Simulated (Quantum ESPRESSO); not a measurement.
Moving one atom in CuGa4Ta2Ti

Calculated results; nothing here was measured. They come from Quantum ESPRESSO 7.5, a public plane-wave density functional program. Each row is one single-point run on a made-up periodic cell of eight metal atoms, with elements, volume, strain and displacements drawn at random and not relaxed, so a cell may be unstable or far from any real phase. There is no spin polarisation or spin-orbit coupling.

Settings: PBE unless stated; PseudoDojo standard norm-conserving files; Fermi-Dirac width 0.25 eV, which means electrons at about 2900 K; cutoff 1252 eV; 8 x 5 x 3 k mesh shifted half a step off Gamma. E is the free energy of the whole cell (internal energy minus TS), so a -TS column is already part of it. Stress is positive in tension, and the pressure P is minus a third of its trace.

Checks: one run of this series was repeated at a higher cutoff and on a denser mesh, which moved values by no more than 0.007 eV, 0.04 GPa and 0.014 eV/Å, and a second program with other atomic files agreed on it to 2 % rms in force and 0.5 GPa in pressure. Known limits: the copper pseudopotential is less sure than most, with forces differing by about three percent and pressure by about two GPa from a second method on plain copper; heavy elements are run without spin-orbit coupling, which real alloys of them have; a spin test at this wide smearing found no moment, but such smearing suppresses magnetism that the real alloy may have.

The lattice is face-centred cubic, and the cell vectors in Å are (0.003, 1.936, 1.988); (-4.069, 2.035, -2.092); (-3.951, -5.997, 6.148), a volume of 128.96 Å³. The elements on sites 1 to 8 are Ga Cu Ta Ga Ga Ga Ti Ta. The runs move the Ti atom on site 7 by u along y from its drawn, already displaced place and keep all else fixed. Forces are on that atom, and E is counted from run 4.

```
run    u (Å)  Fx (eV/Å)  Fy (eV/Å)  Fz (eV/Å)  P (GPa)  E (meV)
  1  -0.1574      0.287      0.873     -0.351     3.35     55.1
  2  -0.1203          ?          ?          ?        ?        ?
  3  -0.0937      0.283      0.526     -0.178     3.22     10.6
  4  -0.0709      0.281      0.405     -0.117     3.20      0.0
  5   0.0740      0.274     -0.338      0.255     3.30     -4.3
  6   0.0945      0.274     -0.439      0.307     3.35      3.7
  7   0.1162      0.275     -0.546      0.363     3.41     14.4
```

## Worked fit

A parabola through the runs shown gives Fy = 0.035 - 5.13 u + 1.2 u² eV/Å, with an error of 0.00 on the linear term and a scatter of 0.001 eV/Å. Minus its integral from run 1 to run 7 is -41 meV, and the table's energies differ by -41 meV.

## Withheld run

Question: what Fy should run 2 give?

The fit gives 0.670 ± 0.001 eV/Å. The calculation gave 0.670 eV/Å.
